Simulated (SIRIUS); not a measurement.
Parameter sweep on B6As (R-3m, 14 atoms in the cell; from Materials Project mp-624, lattice scaled a little)

```
B6As
1.0
    3.01902     1.74303     3.90110
   -3.01902     1.74303     3.90110
    0.00000    -3.48606     3.90110
B As
12 2
Cartesian
  0.00000  -1.07928   1.38661
  0.00000   1.07928  10.31670
  0.93469   0.53964   1.38661
 -0.93469  -0.53964  10.31670
 -0.93469   0.53964   1.38661
  0.93469  -0.53964  10.31670
  1.65862  -0.95760   7.47525
 -1.65862   0.95760   4.22805
  0.00000   1.91521   7.47525
  0.00000  -1.91521   4.22805
 -1.65862  -0.95760   7.47525
  1.65862   0.95760   4.22805
  0.00000   0.00000   7.02842
  0.00000   0.00000   4.67489
```

Base run A: PBEsol, GBRV PBEsol ultrasoft pseudopotentials run with SIRIUS 7.12.0, self-consistent single point.

Its settings: parameters.ngridk = 6 6 6; parameters.xc_functionals = [XC_GGA_X_PBE_SOL, XC_GGA_C_PBE_SOL]; parameters.gk_cutoff = 6.325 1/bohr; parameters.pw_cutoff = 14.143 1/bohr; parameters.smearing = gaussian; parameters.smearing_width = 0.0001 Ha; potentials = GBRV PBEsol ultrasoft pseudopotentials; parameters.electronic_structure_method = pseudopotential; parameters.num_bands = 28; parameters.num_mag_dims = 0; parameters.num_dft_iter = 100; parameters.energy_tol = 1e-07 Ha; parameters.density_tol = 1e-06; mixer.type = anderson; mixer.beta = 0.5; mixer.use_hartree = true.

The structure comes from a collection of computed structures, made at another level of theory; the collection holds predicted forms beside known ones. Its lattice was then scaled.

Run A gave: pressure (GPa) 9.53; largest force (eV/Å) 0.221; gap on the mesh (eV) 2.710.

Runs:
- B: parameters.xc_functionals: [XC_GGA_X_PBE_SOL, XC_GGA_C_PBE_SOL] → [XC_LDA_X, XC_LDA_C_PW]; pseudopotentials: GBRV PBEsol ultrasoft pseudopotentials → GBRV LDA ultrasoft pseudopotentials [LDA (PW92)]
- C: parameters.xc_functionals: [XC_GGA_X_PBE_SOL, XC_GGA_C_PBE_SOL] → [XC_GGA_X_B88, XC_GGA_C_LYP]; pseudopotentials: GBRV PBEsol ultrasoft pseudopotentials → GBRV PBE ultrasoft pseudopotentials [BLYP]
- D: parameters.xc_functionals: [XC_GGA_X_PBE_SOL, XC_GGA_C_PBE_SOL] → [XC_GGA_X_WC, XC_GGA_C_PBE]; pseudopotentials: GBRV PBEsol ultrasoft pseudopotentials → GBRV PBE ultrasoft pseudopotentials [Wu-Cohen GGA]

**Question.** What does run C change against A?

**Answer.** The pressure goes from 9.53 to 17.42 GPa, the largest force goes from 0.221 to 0.261 eV/Å and the gap on the mesh goes from 2.710 to 2.892 eV.

**Question.** What does run B change against A?

**Answer.** The pressure goes from 9.53 to 4.78 GPa, the largest force goes from 0.221 to 0.111 eV/Å and the gap on the mesh goes from 2.710 to 2.728 eV.

**Question.** What does run D change against A?

**Answer.** The pressure goes from 9.53 to 8.91 GPa, the largest force goes from 0.221 to 0.199 eV/Å and the gap on the mesh goes from 2.710 to 2.728 eV.

| run | pressure (GPa) | largest force (eV/Å) | gap on the mesh (eV) |
|---|---|---|---|
| A | 9.53 | 0.221 | 2.710 |
| B | 4.78 | 0.111 | 2.728 |
| C | 17.42 | 0.261 | 2.892 |
| D | 8.91 | 0.199 | 2.728 |

Some of these runs use potentials made for another functional than their own.
